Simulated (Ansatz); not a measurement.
YGe2 in space group Fddd (No. 70; Ge on 16f, Y on 8a) at seven volumes, the program Ansatz at the PBE level (PAW), shape and atoms relaxed at each. One row is withheld.

```
V (Å³/atom)  P (GPa)
-----------  -------
19.616          7.71
20.263          4.68
20.909          2.12
21.556          0.00
22.203             ?
22.849         -3.24
23.496         -4.39
```

**Question.** Fit the shown pressures and predict the withheld one.

**Answer.** P = (3/2)B₀(x^(7/2) − x^(5/2))[1 + (3/4)(B′ − 4)(x − 1)] with x = (V₀/V)^(2/3). Least squares on the six rows gives V₀ = 21.557 Å³/atom, B₀ = 64.1 GPa, B′ = 5.19. At V = 22.203, x = 0.9805 and P = -1.75 GPa. The run itself gave -1.76 GPa.

A made-up cell: these elements were put on the sites of a structure type; neither database checked (COD, Materials Project) lists it. Its standing as an ambient phase is unchecked. The cell was relaxed with PBE under the symmetry of its start; its stability against distortions is not shown here. No spin polarisation was allowed.

Potentials: the later of the program's two PAW sets.
